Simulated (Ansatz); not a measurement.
Li (bcc, W type)

```xyz
1
Lattice="-1.7176 1.7176 1.7176 1.7176 -1.7176 1.7176 1.7176 1.7176 -1.7176" Properties=species:S:1:pos:R:3 pbc="T T T"
Li     0.0000     0.0000     0.0000
```

Computed with PBE (plane waves to 420 eV, PAW, scalar-relativistic; Ansatz, an electronic-structure program). DFPT wavenumbers on a 20×20×20 k mesh, in cm⁻¹ and rounded to 5; i marks imaginary ones, q is in fractions of the reciprocal vectors of the cell shown, and the three acoustic modes at Γ are left out. Li was relaxed with its symmetry unable to fall.

Task: Does any mode at N = (0.5, 0.0, 0.0), H = (0.5, 0.5, 0.5) come out imaginary?

Result: No imaginary mode at these points (lowest 50 cm⁻¹ at N = (0.5, 0.0, 0.0)); other wave vectors were not tested.

Task: List the wavenumbers at N = (0.5, 0.0, 0.0), H = (0.5, 0.5, 0.5), with degeneracies.

Result: 
| q | wavenumbers (cm⁻¹) |
|---|---|
| N = (0.5, 0.0, 0.0) | 50, 190, 320 |
| H = (0.5, 0.5, 0.5) | 330 (×3) |
